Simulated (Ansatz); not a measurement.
MgTiNO:
```cif
data_MgNOTi
_chemical_formula_sum 'Ti1 N1 Mg1 O1'
_space_group_name_H-M_alt 'P 1'
_space_group_IT_number 1
_cell_length_a 2.95602
_cell_length_b 2.95602
_cell_length_c 4.30890
_cell_angle_alpha 90.000
_cell_angle_beta 90.000
_cell_angle_gamma 90.000
loop_
_space_group_symop_operation_xyz
  'x, y, z'
loop_
_atom_site_label
_atom_site_type_symbol
_atom_site_fract_x
_atom_site_fract_y
_atom_site_fract_z
_atom_site_occupancy
Ti1 Ti 0.00000 0.00000 0.00000 1
N1 N 0.50000 0.50000 0.00000 1
Mg1 Mg 0.50000 0.50000 0.50000 1
O1 O 0.00000 0.00000 0.50000 1
```

Relaxed with PBEsol.

Decompose the optical modes at the zone centre into irreducible representations, and say which are infrared and Raman allowed.

Point group 4/mmm: Γ_opt = 3A2u + 3Eu. Infrared: A2u, Eu. Raman: none.

Assign frequencies (DFPT, PBEsol (plane waves, PAW; program Ansatz)).

Eu 275, A2u 332, A2u 411, Eu 458, Eu 504, A2u 547 cm⁻¹.

Space group P4/mmm. The start of the workflow was typed in or built on a structure type; neither database checked (COD, Materials Project) lists it. Its standing as an ambient phase is unchecked. Symmetry was held in the PBEsol relaxation; its stability against distortions is not shown here. The workflow began spin-polarised and lost its moments. The compound may be a true metal, but semilocal functionals without U, or a wrong spin order, can also close a gap. As this level gives no gap, phonon frequencies hold no LO–TO term and depend on the k-mesh and smearing (Fermi–Dirac, 0.1 eV here).

Potentials: the later of the program's two PAW sets.
